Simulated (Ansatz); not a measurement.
A distorted cell of InAs (zinc blende):

```
InAs
1.0
    0.00000     2.99098     2.99098
    2.99098     0.00000     2.99098
    2.99098     2.99098     0.00000
As In
1 1
Direct
  0.75000   0.75000   0.75000
  0.00000   0.00000   0.00000
```

Computed with PBE (plane waves to 420 eV, PAW, scalar-relativistic; Ansatz, a quantum-chemistry and plane-wave program). k mesh 9×9×9 (Γ-centred), Fermi-Dirac smearing 0.05 eV. E stands for the smeared free energy. Stress and pressure are positive under compression. At this level the bands of InAs touch or barely overlap; measurements give the solid a gap. InAs was relaxed with its symmetry unable to fall. The PAW data are Ansatz's earlier set.

Task: Give the stress tensor in GPa and the pressure.

Result: 
```
    6.2      0.0      0.0
    0.0      6.2      0.0
    0.0      0.0      6.2
```
The pressure, a third of the trace, is 6.2 GPa.

Task: It is the relaxed cell scaled evenly to V/V₀ = 0.904, atoms relaxed where free. What is its energy relative to the relaxed cell?

Result: 50 meV/atom.

(A scan under strain: stresses follow from slopes of the energy per volume, elastic moduli from its curvatures.)
